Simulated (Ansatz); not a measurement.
## Structure relaxation, B

The start is a relaxed B cell, doubled along one cell vector, shaken by Gaussian noise of σ = 0.08 Å a coordinate. Cell shape, volume and atoms are optimised at zero target pressure with r2SCAN (plane waves to 500 eV, PAW, scalar-relativistic; Ansatz, a quantum-chemistry and plane-wave program). The first steps use a coarse 10×5×10 k-mesh.

Starting cell:
```yaml
crystal:
  lattice:
    - [0.00000, 2.02673, 2.02673]
    - [4.05345, 0.00000, 4.05345]
    - [2.02673, 2.02673, 0.00000]
  atoms:
    - { symbol: B, position: [0.24668, 0.12159, 0.21784] }
    - { symbol: B, position: [0.27265, 0.61027, 0.24977] }
    - { symbol: B, position: [0.96955, 0.01369, 0.04166] }
    - { symbol: B, position: [0.96307, 0.49065, 0.03724] }
```

Task: How large is the pressure on the unrelaxed cell, and of which sign?

Result: +6 GPa (positive: the cell is compressed).

Task: Which atoms feel the largest initial force, and how large is it?

Result: About 1.9 eV/Å, on B3 (atoms numbered as listed).

Task: By how much does the energy per atom fall from start to end?

Result: 0.65 eV/atom.

Task: How does the volume per atom move from start to end?

Result: -19.5 %, from 8.33 to 6.70 Å³/atom.

Task: Is the parent structure recovered?

Result: It does not go back: it reaches C2/m (No. 12), 0.58 eV/atom below the parent.

Task: How do the shortest distances between atoms change?

Result: The closest pairs of elements (up to four, under 3.6 Å), start → end: B–B 1.57 → 1.73 Å.

Task: What band gap does the relaxed structure have at this level?

Result: No gap (metallic).

Final values are on a 20×14×14 k-mesh of the relaxed cell. No spin polarisation in the result.

The relaxed structure here is a generated cell of B: the first start was made by placing the elements on the sites of a structure type, and the end was not matched to a known phase here, so it may be hypothetical.
